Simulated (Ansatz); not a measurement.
Input:

Sc (hcp, Mg type)

Space group P6₃/mmc (No. 194); a = b = 3.329 Å, c = 5.192 Å, α = β = 90.00°, γ = 120.00°

| atom | site | symmetry | x | y | z |
|---|---|---|---|---|---|
| Sc | 2d | -6m2 | 0.6667 | 0.3333 | 0.2500 |

Equation-of-state scan: isotropic scaling of the cell above, V₀ being its volume. Symmetry pins the atoms to their sites.

Calculation: r2SCAN (plane waves to 500 eV, PAW, scalar-relativistic; Ansatz, a program for electronic structure). k mesh 16×16×9 (Γ-centred), Fermi-Dirac smearing 0.05 eV. E stands for the smeared free energy. Stress and pressure are positive under compression. With the shape held, the modulus is that of even scaling; a crystal free to change shape is softer. Sc is run without spin polarisation. Sc was relaxed with its symmetry unable to fall. ΔE is measured from the relaxed starting cell.

The scan covers V/V₀ from 0.940 to 1.060 in 11 points.

Question: What is the fitted pressure derivative B₀′?

Answer: 3.3.

Question: What bulk modulus at fixed cell shape B₀ follows from a third-order Birch-Murnaghan fit?

Answer: 55.2 GPa.

(A scan under strain: stresses follow from slopes of the energy per volume, elastic moduli from its curvatures.)
